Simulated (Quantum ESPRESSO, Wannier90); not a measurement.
# TlBr (rock salt), plane waves to Wannier functions

```
begin unit_cell_cart
ang
    0.0000000000    3.3420400000    3.3420400000
    3.3420400000    0.0000000000    3.3420400000
    3.3420400000    3.3420400000    0.0000000000
end unit_cell_cart
begin atoms_frac
Tl   0.0000000000  0.0000000000  0.0000000000
Br   0.5000000000  0.5000000000  0.5000000000
end atoms_frac
```

Cell from Materials Project (mp-568560), symmetrised, no further relaxation. Not found in the COD (Crystallography Open Database) copy used, which has the formula in other groups; not checked further. Method: PBEsol plane waves in Quantum ESPRESSO 7.5 (PseudoDojo norm-conserving files, 50 Ry, no spin polarisation, no spin-orbit coupling), Bloch states on a 8×8×8 mesh through Γ, Wannier90 4.0.1. Density: 8×8×8 mesh, cold smearing 0.01 Ry. Spin-orbit coupling is left out although heavy elements are present.

Bands 8-10 form an isolated set from -2.98 to 0.00 eV relative to the valence-band maximum (on the path) and are turned into 3 Wannier functions by minimising the spread from the start: atomic waves Br 4p.

Centres (Cartesian, Å; one of the equivalent choices) and spreads:

```tsv
n	x	y	z	spread (Å²)	nearest atom
1	3.342	3.342	3.342	3.964	Br2
2	3.342	3.342	3.342	3.964	Br2
3	3.342	3.342	3.342	3.964	Br2
```

Ω_I = 11.56 Å², Ω_total = 11.89 Å²; the interpolated bands follow pw.x to 1.7 meV rms on the path. Only this start was tried; a symmetric start can stop on a saddle, and mixtures of these functions could lower the total by at most Ω_total − Ω_I.
